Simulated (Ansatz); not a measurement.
An Ansatz input:

```yaml
crystal:
  lattice:
    - [2.2868679032, 0.0, 0.0]
    - [0.0, 2.2868679032, 0.0]
    - [0.0, 0.0, 2.2868679032]
  atoms:
    - { symbol: Ni, position: [0.0, 0.0, 0.0] }
hamiltonian:
  xc: pbesol
  pseudopotentials:
    kind: paw
    azcp:
      Ni: "pseudopotentials/Ni.paw.azcp"
basis:
  ecutwfc: 420
  fft_grid_basis: typed
kpoints:
  mp_grid: { grid: [15, 15, 15], shift: [0, 0, 0] }
magnetization:
  spin_polarized: false
scf:
  occupations: { method: fermi_dirac, width: 0.1 }
  lower_state_search: "off"
output:
  stress: true
```

and its output:

```
Warning: the record states the generating functional pbe (its physics header spells it `PBE`), which answers neither for hamiltonian.xc's functional nor for the pbesol family's — results may be inconsistent (PPs are generated against a specific XC)
Engine: ansatz 0.2.0, aarch64-unknown-linux-gnu
Pseudopotentials: kind: paw
Pseudopotential: Ni, paw, valence charge 18, recommended cutoff 420 eV (normal) 
Functional definition: PBEsol
  exchange = pbesol_x
  correlation = pbesol_c
Crystal: 1 atoms, lattice volume = 11.960 Å³
Basis set: ecut = 420 eV, 251 PW (Γ)
Bands: 13, of which v1, the nominal top of the filled ones, is band 9 counted from 1 (8 counted from 0)
Symmetry: 48 space group operations
Space group: Pm-3m (ITA 221), of the structure as read, at distance tolerance 2.3e-5 Å
k-points: 120 of 3375
Non-local potential: Ni, projectors of the file, l = 0: 3, l = 1: 2, l = 2: 3, l = 3: 1
PAW form: soft (Blöchl's): semilocal exchange-correlation on the pseudo side does not see the compensation charge
PAW frozen core: Ni, regenerated for the run's functional, and the local potential with it (the file was generated under x = pbe(κ = 0.804, μ = 0.2195149727645171), c = pbe(β = 0.06672455060314922))
PAW one-centre angular grid: Ni, 590 points (default); XC on 64 Gauss nodes
Initial density: superposition of atomic densities (neutral atoms: chi_scale 0, normalization atom), corrected by the library's trained network
Initial wavefunctions: pseudopotential atomic-orbital guess
Functional: x = pbesol(κ = 0.804, μ = 0.12345679012345678), c = pbesol(β = 0.046)
SCF iter   1: F=—  HF=-5804.236019 eV  |F-HF|=—  |Δ(HF+E_count)|=         —  Δρ=3.13e-2  dr2=6.50e-2  ethr=1.77e-3  ⟨swp⟩=5.3  Hψ=8257  notcnv=0
SCF iter   2: F=—  HF=-5804.225931 eV  |F-HF|=—  |Δ(HF+E_count)|=   1.01e-2  Δρ=1.41e-2  dr2=1.49e-2  ethr=3.61e-4  ⟨swp⟩=2.0  Hψ=2882  notcnv=0
SCF iter   3: F=—  HF=-5804.223275 eV  |F-HF|=—  |Δ(HF+E_count)|=   2.66e-3  Δρ=1.05e-3  dr2=1.05e-4  ethr=8.27e-5  ⟨swp⟩=1.2  Hψ=1616  notcnv=0
SCF iter   4: F=—  HF=-5804.223243 eV  |F-HF|=—  |Δ(HF+E_count)|=   3.14e-5  Δρ=1.15e-4  dr2=8.61e-7  ethr=5.83e-7  ⟨swp⟩=2.2  Hψ=2172  notcnv=0
SCF iter   5: F=—  HF=-5804.223243 eV  |F-HF|=—  |Δ(HF+E_count)|=   1.21e-7  Δρ=9.07e-5  dr2=5.47e-7  ethr=4.79e-9  ⟨swp⟩=2.3  Hψ=2663  notcnv=0
SCF iter   6: F=-5804.223243 eV  HF=-5804.223243 eV  |F-HF|=2.07e-8  |Δ(HF+E_count)|=   1.15e-7  Δρ=1.60e-5  dr2=1.73e-8  ethr=5.56e-10  ⟨swp⟩=3.4  Hψ=6180  notcnv=0
SCF 1 converged in 6 iterations: F = -5804.223243 eV  dr2 = 1.73e-8
SCF converged after 6 iterations
Free energy (F): -5804.223243 eV
Harris-Foulkes:  -5804.223243 eV  (|F-HF|=2.07e-8)
Internal energy: -5804.150248 eV  (E = F + TS)
E sigma→0 (E₀):  -5804.186745 eV
Entropy (-TS):   -0.072995 eV (-72.995 meV/atom)
Fermi energy:    15.856234 eV
--- Per-component energies (eV) ---
  E_band       = -319.904637
  E_kinetic    = 283.512010
  E_local      = -3697.516165  (includes V_loc(G=0)·N_el)
  E_nonlocal   = 639.567084
  E_hartree    = 1545.339281
  E_xc         = -83.787163
  E_vxc        = -108.418223  (∫ρ·V_xc dr)
  E_paw        = -1597.249287  (= ΣΔE_a)
  E_vpaw       = -527.717965  (= ΣTr[D̂ρ^β])
  E_aug_tail   = 0.000488  (compensation charges beyond the density's cutoff)
  E_ewald      = -2894.213784
  E_core_change = 0.197289  (= ΣΔE_core)
  E_smearing   = -0.072995  (= −TS)
  E_closure    = -0.000000  (closes the sum)
  Σ components = -5804.223243   (vs F -5804.223243, Δ=0.00e0)
--- Stress (GPa, compression-positive) ---
       -0.083349      -0.000000       0.000000
        0.000000      -0.083349       0.000000
        0.000000       0.000000      -0.083349
  P = ⅓ Tr σ = -0.0833 GPa (-0.833 kbar)
```
